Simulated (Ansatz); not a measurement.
CsPbF₃:
```
CsPbF3
1.0
    4.81467     0.00000     0.00000
    0.00000     4.81467     0.00000
    0.00000     0.00000     4.81467
Cs Pb F
1 1 3
Cartesian
  2.40734   2.40734   2.40734
  0.00000   0.00000   0.00000
  0.00000   2.40734   0.00000
  2.40734   0.00000   0.00000
  0.00000   0.00000   2.40734
```

Relaxed with PBEsol.

Give the Bader charges and basin volumes of the independent atoms, PBEsol in the plane-wave PAW code Ansatz.



```tsv
atom	Bader charge (e)	Bader volume (Å³)
Cs1	+0.90	37.5
Pb2	+1.51	20.9
F3	-0.80	17.7
```

Space group Pm-3m (cubic perovskite). The workflow started from a Materials Project entry (that database holds measured and hypothetical structures alike); the Crystallography Open Database files this formula in space group No. 221, but the cells were not matched. Its standing as an ambient phase is unchecked. Symmetry was held in the PBEsol relaxation; its stability against distortions is not shown here. Spin–orbit coupling is left out wherever it is not named.

Potentials: the later of the program's two PAW sets.
